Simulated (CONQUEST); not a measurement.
Input and output of a self-consistent single point for SiC (F-43m, 8 atoms in the cell; from Materials Project mp-8062, changed as shown) (CONQUEST).

Level of theory: PBE, numerical atomic orbitals double-zeta with polarisation (the shipped basis), PseudoDojo norm-conserving potentials made for PBE run with CONQUEST 1.3.

The change in words: lattice scaled by 0.98. Reference geometry (F-43m):
```
CELL_PARAMETERS angstrom
      4.35399     0.00000     0.00000
      0.00000     4.35399     0.00000
      0.00000     0.00000     4.35399
ATOMIC_POSITIONS crystal
  Si 0.25000 0.25000 0.75000
  Si 0.25000 0.75000 0.25000
  Si 0.75000 0.25000 0.25000
  Si 0.75000 0.75000 0.75000
  C  0.00000 0.00000 0.00000
  C  0.00000 0.50000 0.50000
  C  0.50000 0.00000 0.50000
  C  0.50000 0.50000 0.00000
```

Reference input (self-consistent single point, DFT, PBE, numerical atomic orbitals double-zeta with polarisation (the shipped basis), PseudoDojo norm-conserving potentials made for PBE): basis = DZP; Diag.MPMeshX, Y, Z = 6 6 6; potentials = PseudoDojo norm-conserving PBE; Grid.GridCutoff = 140 Ha; DM.SolutionMethod = diagon; Diag.kT = 0.0001 Ha; Diag.GammaCentred = true; minE.SCTolerance = 1.0e-07; SC.MaxIters = 100; SC.LinearMixingFactor = 0.5; AtomMove.TypeOfRun = static. This run's input differs from it in these lines:

```diff
@@ -30,5 +30,5 @@
 # file: input.coords
-     4.353990000      0.000000000      0.000000000
-     0.000000000      4.353990000      0.000000000
-     0.000000000      0.000000000      4.353990000
+     4.266910000      0.000000000      0.000000000
+     0.000000000      4.266910000      0.000000000
+     0.000000000      0.000000000      4.266910000
 8
```

Output, abridged:

```
    PulayMixSC: Starting Pulay mixing, A_up =  0.500 A_dn =  0.500
    PulayMixSC: Spin non-polarised calculation.
          Harris-Foulkes Energy            :       -41.282328158172035 Ha
    PulayMixSC: Pulay iteration     1 residual:              0.11751E-01
          Harris-Foulkes Energy            :       -41.017497366654752 Ha
    PulayMixSC: Pulay iteration     2 residual:              0.32158E-02
          Harris-Foulkes Energy            :       -41.010845913965923 Ha
    PulayMixSC: Pulay iteration     3 residual:              0.13117E-02
          Harris-Foulkes Energy            :       -41.010641226421697 Ha
    PulayMixSC: Pulay iteration     4 residual:              0.55861E-04
          Harris-Foulkes Energy            :       -41.010635821350299 Ha
    PulayMixSC: Pulay iteration     5 residual:              0.22410E-04
          Harris-Foulkes Energy            :       -41.010635400747454 Ha
    PulayMixSC: Pulay iteration     6 residual:              0.15026E-05
          Harris-Foulkes Energy            :       -41.010635397778117 Ha
    PulayMixSC: Pulay iteration     7 residual:              0.31568E-06
          Harris-Foulkes Energy            :       -41.010635397714296 Ha
    PulayMixSC: Pulay iteration     8 residual:              0.53868E-08
    PulayMixSC: Reached SCF tolerance of  0.53868E-08 after      8 iterations
      | Number of electrons      =        32.000038
      |* Harris-Foulkes energy   =       -41.010635397714296 Ha
      |* DFT total energy        =       -41.010635397714289 Ha

    force: Forces on atoms (Ha/A )
    force:  Atom   X              Y              Z
    force:     1   0.0000000000   0.0000000000   0.0000000000
   [... zero for the other atoms too ...]

    force: Maximum force :        0.00000000(Ha/A ) on atom         8 in z direction
    force: Force Residual:        0.00000000 Ha/A
    force: Total stress:        -21.80847492    -0.00000000     0.00000000 GPa
                            -0.00000000   -21.80847492     0.00000000
                             0.00000000     0.00000000   -21.80847492
    force: Average pressure:     21.80847492 GPa

    get_E_and_F: Change in energy during last step of electronic optimisation:  0.63821E-10
```

The run converged in 8 iterations. CONQUEST prints the stress tensor with tension positive. Against the reference run the free energy goes up by 52.7 meV/atom, the pressure goes from 6.46 to 21.81 GPa and the gap on the mesh goes from 1.316 to 1.261 eV.

The program uses no crystal symmetry, so grid and mesh can part values that symmetry would make equal. The atom-centred basis is finite, which shifts total energies, pressures and gaps against plane waves. The structure comes from a collection of computed structures, made at another level of theory; the collection holds predicted forms beside known ones. At this pressure the cell is far from its equilibrium volume at this level.

Cost on one core: about 100 core-seconds (a rough figure).
